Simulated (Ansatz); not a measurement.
Mo2C in space group P-3m1 (No. 164; Mo on 2d, C on 1b) at seven volumes, DFT-LDA in the program Ansatz with PAW potentials, shape and atoms relaxed at each. One row is withheld.

```
V (Å³/atom)  P (GPa)
-----------  -------
10.984         35.20
11.346         21.51
11.708          9.86
12.070          0.00
12.432         -8.30
12.795        -15.22
13.157             ?
```

Fit the shown pressures and predict the withheld one.

P = (3/2)B₀(x^(7/2) − x^(5/2))[1 + (3/4)(B′ − 4)(x − 1)] with x = (V₀/V)^(2/3). Least squares on the six rows gives V₀ = 12.071 Å³/atom, B₀ = 300 GPa, B′ = 4.62. At V = 13.157, x = 0.9442 and P = -21.19 GPa. The run itself gave -20.96 GPa.

The first step of the workflow began from a Materials Project structure, measured or hypothetical; the Crystallography Open Database copy checked does not list it. COD files the formula under space group No. 60, so this cell is another polymorph or a model. Whether it is the stable phase at ambient conditions was not checked. The cell was relaxed with LDA under the symmetry of its start; of distortions, only those at the zone centre were tested. No spin polarisation was allowed.

Potentials: the later of the program's two PAW sets.
